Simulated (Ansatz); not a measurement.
A distorted cell of HfO$_{2}$ (fluorite):

```
CELL_PARAMETERS angstrom
      0.00000     5.04380     5.04380
      2.52190     0.00000     2.52190
      2.52190     2.52190     0.00000
ATOMIC_POSITIONS crystal
  Hf 0.00000 0.00000 0.00000
  Hf 0.50000 0.00000 0.00000
  O  0.12500 0.25000 0.25000
  O  0.64136 0.28271 0.21729
  O  0.37500 0.75000 0.75000
  O  0.87500 0.75000 0.75000
```

The numbers are results of PBEsol (plane waves to 420 eV, PAW, scalar-relativistic; Ansatz, an electronic-structure program), not measurements. k mesh 9×9×9 (Γ-centred), Fermi-Dirac smearing 0.05 eV. The energy includes the smearing's −TS. Stress and pressure are positive under compression. HfO2 is run without spin polarisation. HfO2 was relaxed with its symmetry unable to fall. Spin-orbit coupling is left out, though Hf is heavy. This is a high-temperature form of HfO2.

Predict the force on every atom, in eV/Å.


| atom | Fx | Fy | Fz |
|---|---|---|---|
| Hf1 | 0.016 | -0.016 | 0.036 |
| Hf2 | -0.042 | 0.042 | 0.410 |
| O3 | -0.124 | 0.124 | 0.233 |
| O4 | 0.140 | -0.140 | -2.128 |
| O5 | -0.031 | 0.031 | 0.833 |
| O6 | 0.041 | -0.041 | 0.615 |

What is the stress tensor (GPa)?


```
    0.8     -3.3      0.0
   -3.3      0.8      0.0
    0.0      0.0      2.1
```
The pressure, a third of the trace, is 1.2 GPa.

In it atom 4 sits (0.000, 0.000, 0.165) Å away from its relaxed site. What is its energy relative to the relaxed cell?

174 meV/cell.

(A displaced cell: forces are minus the slopes of the energy, force constants its curvatures, and phonons follow from these.)
